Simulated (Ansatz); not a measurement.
The start is a randomly generated symmetric cell of Ge (space group No. 221). The cell and all atomic positions are relaxed at zero pressure with r2SCAN (plane waves to 500 eV, PAW, scalar-relativistic; Ansatz, a quantum-chemistry and plane-wave program). First-step values are on the input's coarse k-mesh.

Ansatz input (later rounds restart from its end on a renewed k-mesh):
Ansatz 0.2 input:
```yaml
crystal:
  lattice:
    - [4.5176958, 0, 0]
    - [0, 4.5176958, 0]
    - [0, 0, 4.5176958]
  atoms:
    - { symbol: Ge, position: [0.5, 0, 0] }
    - { symbol: Ge, position: [0, 0.5, 0] }
    - { symbol: Ge, position: [0, 0, 0.5] }
    - { symbol: Ge, position: [0, 0, 0] }
basis: { ecutwfc: 500, ecutrho_ratio: 4, xc_grid: 4, fft_grid_basis: typed }
kpoints: { mp_grid: { grid: [5, 5, 5] } }
hamiltonian:
  xc: r2scan
  dispersion: none
  pseudopotentials: { kind: paw }
scf: { occupations: { method: fermi_dirac, width: 0.05 } }
relax: { f_tol: 0.01, max_steps: 100, cell: { stress_tol: 0.02 } }
output: { forces: true, stress: true }
```

### Question
What pressure does the first self-consistent step give?

### Answer
+20 GPa (positive: the cell is compressed).

### Question
How do the shortest distances between atoms change?

### Answer
The closest pairs of elements (up to four, under 3.6 Å), start → end: Ge–Ge 2.26 → 2.51 Å.

### Question
What band gap does the relaxed structure have at this level?

### Answer
Zero (metallic).

### Question
Write out the relaxed structure.

### Answer

Space group Pm-3m (No. 221); a = 5.0113 Å, b = 5.0113 Å, c = 5.0113 Å, α = 90.00°, β = 90.00°, γ = 90.00°

```
atom  site  symmetry       x       y       z
----  ----  --------  ------  ------  ------
Ge      3d    4/mm.m  0.0000  0.0000  0.5000
Ge      1a      m-3m  0.0000  0.0000  0.0000
```

The space group stays Pm-3m (No. 221) (the run could not lower it), with 4 atoms in the primitive cell. Final values are on a 9×9×9 k-mesh of the relaxed cell. No spin polarisation in the result.

The run could not lose the symmetry of its start, so the end can be a saddle point.

All atoms sit on sites fixed by symmetry, so only the cell could relax.

The relaxed structure here is a generated cell of Ge: the first start was made by a random draw of sites in a space group, and the end was not matched to a known phase here, so it may be hypothetical. Known forms of Ge include space group No. 227.
